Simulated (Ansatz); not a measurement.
CdSe:
```
CELL_PARAMETERS angstrom
      0.00000     3.06665     3.06665
      3.06665     0.00000     3.06665
      3.06665     3.06665     0.00000
ATOMIC_POSITIONS crystal
  Se 0.75000 0.75000 0.75000
  Cd 0.00000 0.00000 0.00000
```

Relaxed with r²SCAN. Special points in fractions of this cell's reciprocal vectors: Γ (0.000, 0.000, 0.000); X (0.500, 0.000, 0.500); U (0.625, 0.250, 0.625); K (0.375, 0.375, 0.750); L (0.500, 0.500, 0.500); W (0.500, 0.250, 0.750).

Q: List the band energies nearest the valence-band maximum at these points for r²SCAN with spin–orbit coupling in the plane-wave PAW code Ansatz.

A: In eV from the valence-band maximum; about four levels below and three above (degenerate sets whole), none deeper than 8.9 eV; points with the same levels are listed once.

```tsv
k	below	above
Γ	0.00 0.00 0.00 0.00	0.92 0.92 6.10 6.10
X	-1.98 -1.98 -1.85 -1.85	3.39 3.39 4.03 4.03
U	-2.62 -2.53 -1.58 -1.58	3.98 3.99 5.34
L	-0.95 -0.95 -0.72 -0.72	2.72 2.72 6.73 6.73
W	-2.41 -2.24 -2.24 -2.21	5.20 5.38 5.39
```

Space group F-43m (zinc blende). The cell was relaxed with r²SCAN under the symmetry of its start; phonons on a q-mesh show no instability.

Potentials: the later of the program's two PAW sets.
